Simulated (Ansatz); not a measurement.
Ge:
```xyz
4
Lattice="0.0000 2.8603 5.0737 2.5898 0.0000 5.0737 2.5898 2.8603 0.0000" Properties=species:S:1:pos:R:3 pbc="T T T"
Ge     2.5898     2.8603     7.9619
Ge     2.5898     2.8603     2.1854
Ge     2.5898     1.5722     5.0737
Ge     2.5898     4.1484     5.0737
```

Relaxed with r²SCAN. Special points in fractions of this cell's reciprocal vectors: Γ (0.000, 0.000, 0.000); Y (0.500, 0.000, 0.500); C0 (0.500, 0.110, 0.610); A0 (0.500, 0.890, 0.390); Z (0.500, 0.500, 0.000); B0 (0.976, 0.500, 0.476); D0 (0.024, 0.500, 0.524); T (0.000, 0.500, 0.500); G0 (0.077, 0.577, 0.500); H0 (0.923, 0.423, 0.500); L (0.500, 0.500, 0.500).

Problem. List the band energies nearest the Fermi level at these points for r²SCAN in the plane-wave PAW code Ansatz.

Solution. In eV from the Fermi level; about four levels below and three above (degenerate sets whole), none deeper than 8.9 eV; points with the same levels are listed once.

```csv
k,below,above
Γ,-2.62 -2.29 -2.02 -1.78,3.18 4.16 4.35
Y,-3.44 -2.76 -1.46 -0.88,3.88 5.40 7.50
C0,-2.83 -2.50 -1.20 -0.49,3.07 4.13 8.28
Z,-4.57 -2.44 -2.02 -0.40,0.72 1.25 1.52
B0,-5.57 -3.34 -2.25 -2.05,3.04 3.95 4.35
T,-5.66 -3.36 -2.27 -2.06,3.03 4.02 4.44
G0,-5.55 -3.75 -2.19 -1.76,3.22 3.51 3.86
L,-7.41 -2.09 -1.81 -1.04,0.77 1.04 1.29
```

Space group Fmmm. The first step of the workflow began from a Materials Project structure, measured or hypothetical; the Crystallography Open Database copy checked does not list it. It is not the phase usual at ambient conditions (space group No. 227). The cell was relaxed with r²SCAN under the symmetry of its start; phonons show weakly imaginary modes. Scalar-relativistic: spin–orbit coupling is off unless named, which matters more the heavier the elements.

Potentials: the later of the program's two PAW sets.
